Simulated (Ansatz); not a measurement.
Relaxed-ion elastic tensor of BiB (zinc blende, F-43m) in GPa (Voigt order), DFT-r²SCAN in the program Ansatz with PAW potentials; density 8.82 g/cm³, 20.68 Å³ per atom.

```
 147  46.8  46.8   0.0   0.0   0.0
46.8   147  46.8   0.0   0.0   0.0
46.8  46.8   147   0.0   0.0   0.0
 0.0   0.0   0.0  80.5   0.0   0.0
 0.0   0.0   0.0   0.0  80.5   0.0
 0.0   0.0   0.0   0.0   0.0  80.5
```

**Question.** Is the crystal mechanically stable?

**Answer.** Yes: the smallest eigenvalue of C is 80.5 GPa.

**Question.** Work out the Voigt, Reuss and Hill averages.

**Answer.** K_V = 80.2, K_R = 80.2, K_H = 80.2; G_V = 68.3, G_R = 64.8, G_H = 66.6 GPa.

**Question.** Give Young's modulus, Poisson's ratio, Pugh's ratio and the universal anisotropy index.

**Answer.** E = 9KG/(3K + G) = 156 GPa; ν = 0.17; K/G = 1.20 (brittle by the Pugh limit of 1.75); A_U = 5G_V/G_R + K_V/K_R − 6 = 0.27.

**Question.** Estimate the sound speeds and the Debye temperature.

**Answer.** v_l = √((K + 4G/3)/ρ) = 4380 m/s, v_t = √(G/ρ) = 2750 m/s, mean 3020 m/s; Θ = (h/k)(3n/4πV)^(1/3) v_m = 328 K.

**Question.** Give the Zener ratio and Young's modulus along [100], [110] and [111].

**Answer.** A = 2C44/(C11 − C12) = 1.61; 1/E = S11 − 2(S11 − S12 − S44/2)Γ with Γ = 0, 1/4, 1/3 gives 124, 162, 181 GPa.

**Question.** Solve the Christoffel equation for the three sound speeds along [100], [110], [111].

**Answer.** Eigenvalues of C_ijkl n_j n_l equal ρv² (piezoelectric stiffening left out). In km/s, slowest first: [100] 3.02, 3.02, 4.08; [110] 2.38, 3.02, 4.48; [111] 2.61, 2.61, 4.61.

The cell is a constructed one: a structure type filled with these elements; neither database checked (COD, Materials Project) lists it. Whether it is the stable phase at ambient conditions was not checked. Symmetry was held in the r²SCAN relaxation; whether a distortion lowers the energy is not shown. Scalar-relativistic: spin–orbit coupling is off unless named, which matters more the heavier the elements.

Potentials: the later of the program's two PAW sets.
